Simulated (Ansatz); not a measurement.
# Sb (fcc): energy against volume

The calculation used DFT, BLYP, plane waves (420 eV) with PAW, scalar-relativistic (Ansatz 0.2.0). (PAW data from PBE, frozen cores regenerated.)

The cell is scaled uniformly from the relaxed one, with fractional coordinates and shape fixed. Energies are extrapolated to zero smearing, pressures are those at the given smearing. Magnetic state: spin not included.

A Birch-Murnaghan fit gives V₀ = 30.37 Å³/atom, B₀ = 45 GPa, B₀′ = 4.6.

What are the energy above the minimum and the pressure at 26.716 Å³/atom?

78.5 meV/atom and 7.73 GPa as computed.

What are the energy above the minimum and the pressure at 27.930 Å³/atom?

32.2 meV/atom and 4.61 GPa as computed.

What are the energy above the minimum and the pressure at 32.788 Å³/atom?

23.7 meV/atom and -2.82 GPa as computed.
